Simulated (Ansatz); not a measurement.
ZrGeSe:
Space group P4/nmm, origin choice 1 (No. 129); a = b = 3.7207 Å, c = 8.3570 Å, α = β = γ = 90.00°

```tsv
atom	site	symmetry	x	y	z
Zr	2c	4mm	0.5000	0.0000	0.2611
Ge	2a	-4m2	0.0000	0.0000	0.0000
Se	2c	4mm	0.0000	0.5000	0.3773
```

Relaxed with r²SCAN.

Task: Which orbitals make up the states near the Fermi level in DFT-r²SCAN in the program Ansatz with PAW potentials?

Result: Within 0.5 eV of the Fermi level: Zr 4d 65 %, Ge 4p 16 %, Se 4p 9 %. Projections are on Löwdin-orthogonalised atomic valence shells; empty p or d shells of many metals are not among them.

Task: Tabulate the density of states.

Result: States/eV per cell of 6 atoms, in 0.25 eV bins, energy from the Fermi level.

| E (eV) | total | Zr 4d | Se 4p | Ge 4p |
|---|---|---|---|---|
| -7.85 | 0.47 | 0.06 | 0.01 | 0.12 |
| -7.60 | 0.43 | 0.06 | 0.01 | 0.11 |
| -7.35 | 0.36 | 0.05 | 0.01 | 0.10 |
| -7.10 | 0.32 | 0.05 | 0.01 | 0.09 |
| -6.85 | 0.30 | 0.05 | 0.01 | 0.09 |
| -6.60 | 0.77 | 0.11 | 0.33 | 0.13 |
| -6.35 | 3.09 | 0.49 | 1.82 | 0.36 |
| -6.10 | 5.59 | 0.87 | 3.69 | 0.41 |
| -5.85 | 3.54 | 0.52 | 2.02 | 0.57 |
| -5.60 | 1.76 | 0.26 | 0.90 | 0.35 |
| -5.35 | 2.64 | 0.42 | 1.47 | 0.44 |
| -5.10 | 1.69 | 0.25 | 0.78 | 0.42 |
| -4.85 | 2.63 | 0.41 | 1.26 | 0.62 |
| -4.60 | 2.91 | 0.53 | 1.51 | 0.54 |
| -4.35 | 3.62 | 0.77 | 2.04 | 0.49 |
| -4.10 | 5.05 | 1.12 | 3.12 | 0.52 |
| -3.85 | 5.76 | 1.18 | 3.60 | 0.72 |
| -3.60 | 6.24 | 1.31 | 3.64 | 1.02 |
| -3.35 | 3.94 | 0.97 | 1.93 | 0.86 |
| -3.10 | 3.79 | 0.96 | 1.55 | 1.11 |
| -2.85 | 2.69 | 0.74 | 0.91 | 0.90 |
| -2.60 | 2.45 | 0.75 | 0.70 | 0.85 |
| -2.35 | 4.88 | 1.83 | 0.80 | 2.04 |
| -2.10 | 4.79 | 1.81 | 0.92 | 1.85 |
| -1.85 | 3.87 | 1.60 | 0.75 | 1.36 |
| -1.60 | 2.96 | 1.24 | 0.66 | 0.92 |
| -1.35 | 2.17 | 0.79 | 0.59 | 0.66 |
| -1.10 | 1.15 | 0.37 | 0.30 | 0.39 |
| -0.85 | 0.85 | 0.37 | 0.13 | 0.28 |
| -0.60 | 0.89 | 0.45 | 0.10 | 0.26 |
| -0.35 | 1.24 | 0.70 | 0.12 | 0.31 |
| -0.10 | 0.53 | 0.31 | 0.05 | 0.12 |
| 0.15 | 1.13 | 0.77 | 0.09 | 0.15 |
| 0.40 | 2.12 | 1.50 | 0.16 | 0.22 |
| 0.65 | 2.12 | 1.56 | 0.19 | 0.16 |
| 0.90 | 2.94 | 2.17 | 0.28 | 0.19 |
| 1.15 | 3.36 | 2.46 | 0.30 | 0.24 |
| 1.40 | 4.61 | 3.47 | 0.32 | 0.29 |
| 1.65 | 4.29 | 3.17 | 0.26 | 0.31 |
| 1.90 | 6.76 | 4.62 | 0.47 | 0.72 |
| 2.15 | 7.29 | 5.08 | 0.48 | 0.65 |
| 2.40 | 8.55 | 6.01 | 0.55 | 0.77 |
| 2.65 | 4.95 | 3.56 | 0.39 | 0.42 |
| 2.90 | 4.03 | 2.52 | 0.56 | 0.45 |
| 3.15 | 4.18 | 2.58 | 0.74 | 0.37 |
| 3.40 | 4.26 | 2.56 | 0.78 | 0.48 |
| 3.65 | 4.22 | 2.42 | 0.77 | 0.60 |
| 3.90 | 4.24 | 2.21 | 0.75 | 0.81 |
| 4.15 | 2.24 | 1.10 | 0.40 | 0.48 |

The first step of the workflow began from a Materials Project structure, measured or hypothetical; the Crystallography Open Database files this formula in space group No. 129, but the cells were not matched. Whether it is the stable phase at ambient conditions was not checked. The r²SCAN relaxation kept the symmetry of its start; its stability against distortions is not shown here. No spin polarisation was allowed. A small band overlap can be real or an error of a semilocal functional. Scalar-relativistic: spin–orbit coupling is off unless named, which matters more the heavier the elements.

Potentials: the earlier of the program's two PAW sets.
